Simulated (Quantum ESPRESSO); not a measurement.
**Band energies of HgTe**

```xyz
2
Lattice="0.0000 3.2544 3.2544 3.2544 0.0000 3.2544 3.2544 3.2544 0.0000" Properties=species:S:1:pos:R:3 pbc="T T T"
Te     4.8816     4.8816     4.8816
Hg     0.0000     0.0000     0.0000
```

PBEsol (Quantum ESPRESSO, PseudoDojo norm-conserving, 80 Ry, with spin-orbit coupling); path ΓXWKΓLUWLK,UX; energies in eV from the Fermi level.

```
k (1/Å)  point  band 36  band 37  band 38  band 39  band 40  band 41  band 42  band 43
-------  -----  -------  -------  -------  -------  -------  -------  -------  -------
0.00         Γ     0.00     0.00     0.00     3.09     3.09     4.32     4.32     4.32
0.43              -1.26     1.58     1.58     2.65     2.65     5.25     5.25     5.77
0.97         X    -2.42     1.61     1.61     2.16     2.16     7.65     7.65     8.06
1.45         W    -2.67     2.55     2.99     4.25     4.32     4.47     5.20     5.80
1.56              -2.53     2.40     2.75     3.85     3.99     5.10     5.54     6.04
1.79         K    -2.10     1.84     2.00     3.63     3.70     6.30     6.68     6.82
1.99              -1.59     1.83     2.04     4.20     4.48     5.44     5.77     5.86
2.51              -0.37     0.77     0.85     3.33     3.68     4.08     4.29     4.81
2.81         Γ     0.00     0.00     0.00     3.09     3.09     4.32     4.32     4.32
3.02              -0.14     0.37     0.37     3.36     3.36     4.18     4.18     4.54
3.44              -0.81     0.42     0.42     4.38     4.38     4.98     4.99     5.90
3.65         L    -0.96     0.36     0.36     4.44     4.44     4.96     4.96     6.45
4.00              -1.68     1.70     1.87     4.03     4.18     5.54     5.71     6.12
4.24         U    -2.10     1.84     2.00     3.63     3.70     6.30     6.68     6.82
4.58         W    -2.67     2.55     2.99     4.25     4.32     4.47     5.20     5.80
4.97              -1.60     1.58     1.74     4.04     4.19     5.13     5.36     6.29
5.26         L    -0.96     0.36     0.36     4.44     4.44     4.96     4.96     6.45
5.43              -1.29     0.95     1.04     4.26     4.36     5.00     5.03     6.43
5.86         K    -2.10     1.84     2.00     3.63     3.70     6.30     6.68     6.82
5.86         U    -2.10     1.84     2.00     3.63     3.70     6.30     6.68     6.82
6.20         X    -2.42     1.61     1.61     2.16     2.16     7.65     7.65     8.06
```

At this level the gap is closed or nearly so: along the path the highest valence and lowest conduction bands touch, or overlap by less than 0.6 eV, a zero-gap or semimetallic result; the valence top lies at Γ, the conduction bottom at Γ.

Geometry relaxed with PBEsol.
